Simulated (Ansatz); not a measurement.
TaC:
```
CELL_PARAMETERS angstrom
      0.00000     2.23770     2.23770
      2.23770     0.00000     2.23770
      2.23770     2.23770     0.00000
ATOMIC_POSITIONS crystal
  Ta 0.00000 0.00000 0.00000
  C  0.50000 0.50000 0.50000
```

Relaxed with PBE.

**Question.** Map the valence electron density (e/Å³), cut off at 3 on the plane through (0.000, 0.000, 0.000) spanned by u = [1, 0, 0] and v = [0, 1, -1] in lattice vectors, from PBE in the plane-wave PAW code Ansatz.

**Answer.** x is the fraction of u, y of v (the angle between them is 90°; rows are the nearest grid lines); atoms in the plane: Ta at (0.00, 0.00), C at (0.50, 0.50).
```
y \ x   0.000  0.0625  0.188  0.250  0.375  0.438  0.562  0.625  0.750  0.812  0.938   1.00
------  -----  ------  -----  -----  -----  -----  -----  -----  -----  -----  -----  -----
1.00     3.00    3.00   3.00   1.71  0.319  0.253  0.253  0.319   1.71   3.00   3.00   3.00
0.938    3.00    3.00   3.00   1.53  0.328  0.271  0.271  0.328   1.53   3.00   3.00   3.00
0.875    3.00    3.00   2.41   1.11  0.366  0.336  0.336  0.366   1.11   2.41   3.00   3.00
0.750    1.71    1.53  0.718  0.559  0.640  0.719  0.719  0.640  0.559  0.718   1.53   1.71
0.688   0.614   0.575  0.494  0.566  0.937   1.12   1.12  0.937  0.566  0.494  0.575  0.614
0.625   0.319   0.328  0.458  0.640   1.29   1.54   1.54   1.29  0.640  0.458  0.328  0.319
0.562   0.252   0.271  0.470  0.719   1.54   1.75   1.75   1.54  0.719  0.470  0.271  0.252
0.438   0.252   0.271  0.470  0.719   1.54   1.75   1.75   1.54  0.719  0.470  0.271  0.252
0.375   0.319   0.328  0.458  0.640   1.29   1.54   1.54   1.29  0.640  0.458  0.328  0.319
0.312   0.614   0.575  0.494  0.566  0.937   1.12   1.12  0.937  0.566  0.494  0.575  0.614
0.250    1.71    1.53  0.718  0.559  0.640  0.719  0.719  0.640  0.559  0.718   1.53   1.71
0.125    3.00    3.00   2.41   1.11  0.366  0.336  0.336  0.366   1.11   2.41   3.00   3.00
0.0625   3.00    3.00   3.00   1.53  0.328  0.271  0.271  0.328   1.53   3.00   3.00   3.00
0.000    3.00    3.00   3.00   1.71  0.319  0.253  0.253  0.319   1.71   3.00   3.00   3.00
```

The density is the valence pseudo-density with augmentation charge, so density and ELF within about 1 Å of a nucleus are not all-electron values.

Space group Fm-3m (rock salt). The PBE relaxation kept the symmetry of its start; phonons on a q-mesh show no instability. No spin polarisation was allowed. Spin–orbit coupling is left out wherever it is not named.

Potentials: the later of the program's two PAW sets.
